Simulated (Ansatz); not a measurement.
TaTe (CsCl type, Pm-3m) at seven volumes, plane-wave PAW PBE (Ansatz code), scaled uniformly. One row is withheld.

```
V (Å³/atom)  P (GPa)
-----------  -------
18.183         17.05
18.782         10.38
19.382             ?
19.981          0.00
20.581         -4.00
21.180         -7.35
21.779        -10.17
```

Fit the shown pressures and predict the withheld one.

Third-order Birch–Murnaghan: P = (3/2)B₀(x^(7/2) − x^(5/2))[1 + (3/4)(B′ − 4)(x − 1)] with x = (V₀/V)^(2/3). Least squares on the six rows gives V₀ = 19.981 Å³/atom, B₀ = 144.7 GPa, B′ = 4.72. At V = 19.382, x = 1.0205 and P = 4.73 GPa. The run itself gave 4.75 GPa.

The start of the workflow was typed in or built on a structure type; neither database checked (COD, Materials Project) lists it. Whether it is the stable phase at ambient conditions was not checked. The cell was relaxed with PBE under the symmetry of its start; whether a distortion lowers the energy is not shown. No spin polarisation was allowed. Its formation energy is positive at this level, so the cell may be metastable or incomplete. Spin–orbit coupling is left out wherever it is not named.

Potentials: the later of the program's two PAW sets.
